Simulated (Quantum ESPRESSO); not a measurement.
# GaMg2S3Cl: one run as intended and one with a planted mistake

Computed values, not a measurement. The program is pw.x of Quantum ESPRESSO 7.5 (plane-wave density functional theory). The cell is made up: 7 atoms on a zincblende/diamond lattice with one site empty, with randomly drawn elements, strain and displacements, not relaxed. PseudoDojo standard norm-conserving files (v0.5 for PBE, v0.4.1 for LDA and PBEsol) set the functional; there is no spin polarisation, spin-orbit coupling or dispersion term, and the masses in the input are unused placeholders.

Intended input:

```
&control calculation='scf', pseudo_dir='./dojo.nc.sr.pbe.v0_5.standard.upf', outdir='./o', disk_io='medium', tprnfor=.true., tstress=.true. /
&system ibrav=0, nat=7, ntyp=4, nbnd=35, ecutwfc=84.00895049, nosym=.true., tot_charge=0,
 occupations='smearing', smearing='fd', degauss=0.0018374661
/
&electrons conv_thr=7.350e-09, electron_maxstep=60, /
ATOMIC_SPECIES
Cl 1.0 Cl.upf
Ga 1.0 Ga.upf
Mg 1.0 Mg.upf
S 1.0 S.upf
CELL_PARAMETERS angstrom
5.3119 0.003 -0.0224
0.003 5.4905 0.0716
-0.0224 0.0716 5.3504
ATOMIC_POSITIONS angstrom
Ga 0.0101 2.731 2.7053
Mg 2.6478 0.0022 2.6501
Mg 2.6228 2.7805 0.0564
S 1.3069 1.4178 1.3258
Cl 1.2989 4.1631 4.0985
S 3.996 1.403 4.0059
S 3.9598 4.0926 1.3733
K_POINTS automatic
4 4 4 1 1 1
```

The log is shortened where brackets say so; the opening notice, blank lines, dates and the lines on written files are dropped, and the path of the files is cut. It prints rydbergs, bohrs and kilobars, and counts compression as positive stress. Where no state is partly filled, the Fermi energy that it prints is only some level between the filled and the empty states on the mesh, and need not lie in the true gap.

Log of the intended run:

```
     Program PWSCF v.7.5
     Parallel version (MPI & OpenMP), running on       1 processor cores
     Number of MPI processes:                 1
     Threads/MPI process:                     1
     [start-up lines left out]
     bravais-lattice index     =            0
     lattice parameter (alat)  =      10.0381  a.u.
     unit-cell volume          =    1052.8367 (a.u.)^3
     number of atoms/cell      =            7
     number of atomic types    =            4
     number of electrons       =        58.00
     number of Kohn-Sham states=           35
     kinetic-energy cutoff     =      84.0090  Ry
     charge density cutoff     =     336.0358  Ry
     scf convergence threshold =      7.3E-09
     mixing beta               =       0.7000
     number of iterations used =            8  plain     mixing
     Exchange-correlation= PBE
                           (   1   4   3   4   0   0   0)
     [axes and pseudopotential details left out]
   Cartesian axes
     site n.     atom                  positions (alat units)
         1        Ga     tau(   1) = (   0.0019014   0.5141240   0.5092859  )
         2        Mg     tau(   2) = (   0.4984612   0.0004142   0.4988942  )
         3        Mg     tau(   3) = (   0.4937548   0.5234426   0.0106176  )
         4        S      tau(   4) = (   0.2460303   0.2669077   0.2495883  )
         5        Cl     tau(   5) = (   0.2445242   0.7837238   0.7715625  )
         6        S      tau(   6) = (   0.7522664   0.2641216   0.7541301  )
         7        S      tau(   7) = (   0.7454516   0.7704518   0.2585304  )
     number of k points=    32  Fermi-Dirac smearing, width (Ry)=  0.0018
                       cart. coord. in units 2pi/alat
        k(    1) = (   0.1254526   0.1192620   0.1230309), wk =   0.0625000
        k(    2) = (   0.1265013   0.1160241   0.3712819), wk =   0.0625000
     [further k points left out]
     Dense  grid:   109531 G-vectors     FFT dimensions: (  60,  64,  60)
     Estimated max dynamical RAM per process >     136.26 MB
     Initial potential from superposition of free atoms
     starting charge      57.9956, renormalised to      58.0000
     Starting wfcs are   35 randomized atomic wfcs
     total cpu time spent up to now is       10.5 secs
     per-process dynamical memory:    96.5 Mb
     Self-consistent Calculation
     iteration #  1     ecut=    84.01 Ry     beta= 0.70
     Davidson diagonalization with overlap
     ethr =  1.00E-02,  avg # of iterations =  5.3
     Threshold (ethr) on eigenvalues was too large:
     Diagonalizing with lowered threshold
     Davidson diagonalization with overlap
     ethr =  8.15E-04,  avg # of iterations =  1.0
     total cpu time spent up to now is       70.4 secs
     total energy              =    -489.71527341 Ry
     estimated scf accuracy    <       0.46207806 Ry
     iteration #  2     ecut=    84.01 Ry     beta= 0.70
     Davidson diagonalization with overlap
     ethr =  7.97E-04,  avg # of iterations =  3.9
     total cpu time spent up to now is       97.4 secs
     total energy              =    -489.82492540 Ry
     estimated scf accuracy    <       0.20898870 Ry
     [iterations 3 to 7 left out]
     iteration #  8     ecut=    84.01 Ry     beta= 0.70
     Davidson diagonalization with overlap
     ethr =  1.29E-09,  avg # of iterations =  2.3
     total cpu time spent up to now is      262.6 secs
     total energy              =    -489.87589724 Ry
     estimated scf accuracy    <       0.00000009 Ry
     iteration #  9     ecut=    84.01 Ry     beta= 0.70
     Davidson diagonalization with overlap
     ethr =  1.51E-10,  avg # of iterations =  2.0
     total cpu time spent up to now is      291.2 secs
     End of self-consistent calculation
     [lines on levels left out]
     the Fermi energy is     5.6240 ev
!    total energy              =    -489.87589726 Ry
     estimated scf accuracy    <          5.0E-09 Ry
     smearing contrib. (-TS)   =      -0.00000000 Ry
     internal energy E=F+TS    =    -489.87589726 Ry
     The total energy is F=E-TS. E is the sum of the following terms:
     one-electron contribution =    -314.29784627 Ry
     hartree contribution      =     173.30153028 Ry
     xc contribution           =    -101.76746870 Ry
     ewald contribution        =    -247.11211257 Ry
     convergence has been achieved in   9 iterations
     Forces acting on atoms (cartesian axes, Ry/au):
     atom    1 type  2   force =    -0.04811790   -0.04061802   -0.04001317
     atom    2 type  3   force =     0.02016242    0.02394955   -0.01149035
     atom    3 type  3   force =     0.04314318   -0.03802002   -0.00525595
     atom    4 type  4   force =    -0.05309045   -0.00447706    0.02462504
     atom    5 type  1   force =    -0.04296148    0.02309550   -0.00373757
     atom    6 type  4   force =     0.02628243    0.01900716    0.01644950
     atom    7 type  4   force =     0.05458179    0.01706288    0.01942251
     Total force =     0.144295     Total SCF correction =     0.000150
     Computing stress (Cartesian axis) and pressure
          total   stress  (Ry/bohr**3)                   (kbar)     P=       51.92
   0.00029268   0.00012175   0.00011235           43.06       17.91       16.53
   0.00012175   0.00037326  -0.00008954           17.91       54.91      -13.17
   0.00011235  -0.00008954   0.00039294           16.53      -13.17       57.80
     init_run     :      8.76s CPU     10.31s WALL (       1 calls)
     electrons    :    266.06s CPU    280.76s WALL (       1 calls)
     forces       :      4.93s CPU      5.02s WALL (       1 calls)
     stress       :     18.15s CPU     18.26s WALL (       1 calls)
     [timing details left out]
     PWSCF        :   4m58.29s CPU   5m15.21s WALL
     JOB DONE.
```

A second run has one planted mistake: the plane-wave cutoff is too low. The input lines that differ, file-writing options aside:

```
- &system ibrav=0, nat=7, ntyp=4, nbnd=35, ecutwfc=84.00895049, nosym=.true., tot_charge=0,
+ &system ibrav=0, nat=7, ntyp=4, nbnd=35, ecutwfc=51.22855511, nosym=.true., tot_charge=0,
```

Its log:

```
     Program PWSCF v.7.5
     Parallel version (MPI & OpenMP), running on       1 processor cores
     Number of MPI processes:                 1
     Threads/MPI process:                     1
     [start-up lines left out]
     bravais-lattice index     =            0
     lattice parameter (alat)  =      10.0381  a.u.
     unit-cell volume          =    1052.8367 (a.u.)^3
     number of atoms/cell      =            7
     number of atomic types    =            4
     number of electrons       =        58.00
     number of Kohn-Sham states=           35
     kinetic-energy cutoff     =      51.2286  Ry
     charge density cutoff     =     204.9142  Ry
     scf convergence threshold =      7.3E-09
     mixing beta               =       0.7000
     number of iterations used =            8  plain     mixing
     Exchange-correlation= PBE
                           (   1   4   3   4   0   0   0)
     [axes and pseudopotential details left out]
   Cartesian axes
     site n.     atom                  positions (alat units)
         1        Ga     tau(   1) = (   0.0019014   0.5141240   0.5092859  )
         2        Mg     tau(   2) = (   0.4984612   0.0004142   0.4988942  )
         3        Mg     tau(   3) = (   0.4937548   0.5234426   0.0106176  )
         4        S      tau(   4) = (   0.2460303   0.2669077   0.2495883  )
         5        Cl     tau(   5) = (   0.2445242   0.7837238   0.7715625  )
         6        S      tau(   6) = (   0.7522664   0.2641216   0.7541301  )
         7        S      tau(   7) = (   0.7454516   0.7704518   0.2585304  )
     number of k points=    32  Fermi-Dirac smearing, width (Ry)=  0.0018
                       cart. coord. in units 2pi/alat
        k(    1) = (   0.1254526   0.1192620   0.1230309), wk =   0.0625000
        k(    2) = (   0.1265013   0.1160241   0.3712819), wk =   0.0625000
     [further k points left out]
     Dense  grid:    52145 G-vectors     FFT dimensions: (  45,  48,  48)
     Estimated max dynamical RAM per process >      66.41 MB
     Initial potential from superposition of free atoms
     starting charge      57.9956, renormalised to      58.0000
     Starting wfcs are   35 randomized atomic wfcs
     total cpu time spent up to now is        4.3 secs
     per-process dynamical memory:    41.0 Mb
     Self-consistent Calculation
     iteration #  1     ecut=    51.23 Ry     beta= 0.70
     Davidson diagonalization with overlap
     ethr =  1.00E-02,  avg # of iterations =  4.8
     Threshold (ethr) on eigenvalues was too large:
     Diagonalizing with lowered threshold
     Davidson diagonalization with overlap
     ethr =  9.27E-04,  avg # of iterations =  1.0
     total cpu time spent up to now is       33.2 secs
     total energy              =    -488.91242945 Ry
     estimated scf accuracy    <       0.53039757 Ry
     iteration #  2     ecut=    51.23 Ry     beta= 0.70
     Davidson diagonalization with overlap
     ethr =  9.14E-04,  avg # of iterations =  4.5
     total cpu time spent up to now is       48.4 secs
     total energy              =    -489.03587073 Ry
     estimated scf accuracy    <       0.23678395 Ry
     [iterations 3 to 7 left out]
     iteration #  8     ecut=    51.23 Ry     beta= 0.70
     Davidson diagonalization with overlap
     ethr =  9.98E-10,  avg # of iterations =  2.7
     total cpu time spent up to now is      134.2 secs
     total energy              =    -489.09556216 Ry
     estimated scf accuracy    <       0.00000007 Ry
     iteration #  9     ecut=    51.23 Ry     beta= 0.70
     Davidson diagonalization with overlap
     ethr =  1.28E-10,  avg # of iterations =  2.1
     total cpu time spent up to now is      146.8 secs
     End of self-consistent calculation
     [lines on levels left out]
     the Fermi energy is     5.5733 ev
!    total energy              =    -489.09556218 Ry
     estimated scf accuracy    <          4.3E-09 Ry
     smearing contrib. (-TS)   =      -0.00000000 Ry
     internal energy E=F+TS    =    -489.09556218 Ry
     The total energy is F=E-TS. E is the sum of the following terms:
     one-electron contribution =    -312.25965191 Ry
     hartree contribution      =     171.72538233 Ry
     xc contribution           =    -101.44918002 Ry
     ewald contribution        =    -247.11211258 Ry
     convergence has been achieved in   9 iterations
     Forces acting on atoms (cartesian axes, Ry/au):
     atom    1 type  2   force =    -0.04880671   -0.04070767   -0.03998527
     atom    2 type  3   force =     0.02026209    0.02349916   -0.01175801
     atom    3 type  3   force =     0.04372561   -0.03812487   -0.00530860
     atom    4 type  4   force =    -0.05436787   -0.00438503    0.02478815
     atom    5 type  1   force =    -0.04422158    0.02345687   -0.00377532
     atom    6 type  4   force =     0.02749447    0.01924157    0.01648422
     atom    7 type  4   force =     0.05591399    0.01701996    0.01955482
     Total force =     0.146419     Total SCF correction =     0.000111
     Computing stress (Cartesian axis) and pressure
          total   stress  (Ry/bohr**3)                   (kbar)     P=     -643.66
  -0.00443237   0.00012512   0.00011251         -652.02       18.41       16.55
   0.00012512  -0.00435632  -0.00008993           18.41     -640.84      -13.23
   0.00011251  -0.00008993  -0.00433780           16.55      -13.23     -638.11
     init_run     :      3.82s CPU      4.12s WALL (       1 calls)
     electrons    :    135.58s CPU    142.56s WALL (       1 calls)
     forces       :      1.92s CPU      1.97s WALL (       1 calls)
     stress       :      6.08s CPU      6.13s WALL (       1 calls)
     [timing details left out]
     PWSCF        :   2m27.65s CPU   2m35.22s WALL
     JOB DONE.
```

|  | intended run | run with the mistake |
| --- | --- | --- |
| free energy (eV) | -6665.101 | -6654.484 |
| smearing term -TS (eV) | 0.0000 | 0.0000 |
| pressure (GPa) | 5.19 | -64.37 |
| largest force component (eV/Å) | 1.403 | 1.438 |
| largest change of a force component (eV/Å) |  | 0.034 |
| iterations | 9 | 9 |

For scale, a rerun of the intended cell at 1437 eV and a 6 x 6 x 6 mesh moved values by no more than 0.002 eV in energy, 0.02 GPa in stress and 0.004 eV/Å in force.